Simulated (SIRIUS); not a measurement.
Band structure of Cu2Te (P6/mmm, 6 atoms in the cell; from Materials Project mp-1861).

```
Cu2Te
1.0
    4.30401     0.00000     0.00000
   -2.15200     3.72738     0.00000
    0.00000     0.00000     8.52348
Cu Te
4 2
Cartesian
  2.15201   1.24246   1.29514
  0.00000   2.48492   7.22834
  0.00000   2.48492   1.29514
  2.15201   1.24246   7.22834
  0.00000   0.00000   2.26887
  0.00000   0.00000   6.25461
```

Method: LDA (PW92), GBRV LDA ultrasoft pseudopotentials (plane waves; SIRIUS).

Settings: parameters.ngridk = 5 5 3; parameters.xc_functionals = [XC_LDA_X, XC_LDA_C_PW]; parameters.gk_cutoff = 6.325 1/bohr; parameters.pw_cutoff = 14.143 1/bohr; parameters.smearing = cold; parameters.smearing_width = 0.00734986 Ha; potentials = GBRV LDA ultrasoft pseudopotentials; parameters.electronic_structure_method = pseudopotential; parameters.num_bands = 56; parameters.num_mag_dims = 0; parameters.num_dft_iter = 100; parameters.energy_tol = 1e-07 Ha; parameters.density_tol = 1e-06; mixer.type = anderson.

Spin-orbit coupling is left out, which matters for bands and gaps with elements this heavy. The structure comes from a collection of computed structures, made at another level of theory; the collection holds predicted forms beside known ones. No clean gap shows at this smearing width and mesh (spacing up to 0.34 Å⁻¹); the mesh is coarse for partly filled bands, so the values carry mesh errors. Semi-local functionals can close small gaps.

Points are given in units of this cell's reciprocal vectors. Levels in eV from the Fermi level, bands 41 to 48:
```csv
point,41,42,43,44,45,46,47,48
Γ (0 0 0),-0.20,0.28,0.28,0.49,0.49,1.33,1.90,2.76
M (0.5 0 0),-2.14,-2.02,-1.34,-0.98,-0.37,1.02,2.05,3.74
K (0.333 0.333 0),-2.05,-1.99,-1.94,-0.92,0.63,0.63,4.45,5.23
A (0 0 0.5),0.36,0.36,0.40,0.40,0.80,0.87,2.59,2.80
L (0.5 0 0.5),-2.05,-2.03,-1.65,-1.40,-0.02,1.41,1.71,3.20
H (0.333 0.333 0.5),-1.99,-1.99,-1.94,-1.59,1.02,1.02,3.87,3.87
```

5 bands cross the Fermi level along this path, so the cell has no gap at this level.

The Fermi level comes from the SCF mesh, which can miss band crossings, so its place against them is uncertain.
